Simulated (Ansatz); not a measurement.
Ca₃SbP (anti-perovskite, Pm-3m), DFT-r²SCAN in the program Ansatz with PAW potentials, all energies at zero smearing, with the estimated change up to a 700 eV cutoff added, with one set of potentials and settings (totals compare only within such a set). Cell of 5 atoms (3 Ca, 1 Sb, 1 P): -12729.169 eV.

```
element             reference phase  E (eV/atom)
-------  --------------------------  -----------
Ca       Fm-3m, 1 atoms in the cell   -1821.6752
Sb        R-3m, 2 atoms in the cell   -6499.1272
P         Cmce, 4 atoms in the cell    -759.1646
```

Formation energy per atom, worked out: (-12729.169 − 3×(-1821.6752) − 1×(-6499.1272) − 1×(-759.1646))/5 = -1.170 eV/atom (-113 kJ per mol of atoms), at 0 K, without zero-point energy or fitted corrections.

The first step of the workflow began from a Materials Project structure, measured or hypothetical; the Crystallography Open Database copy checked does not list it. Whether it is the stable phase at ambient conditions was not checked. Symmetry was held in the r²SCAN relaxation; of distortions, only those at the zone centre were tested, and some modes there are weakly imaginary. The references are the lowest solids computed at this level, not always the standard phases. Spin–orbit coupling is left out wherever it is not named.

Potentials: the later of the program's two PAW sets.
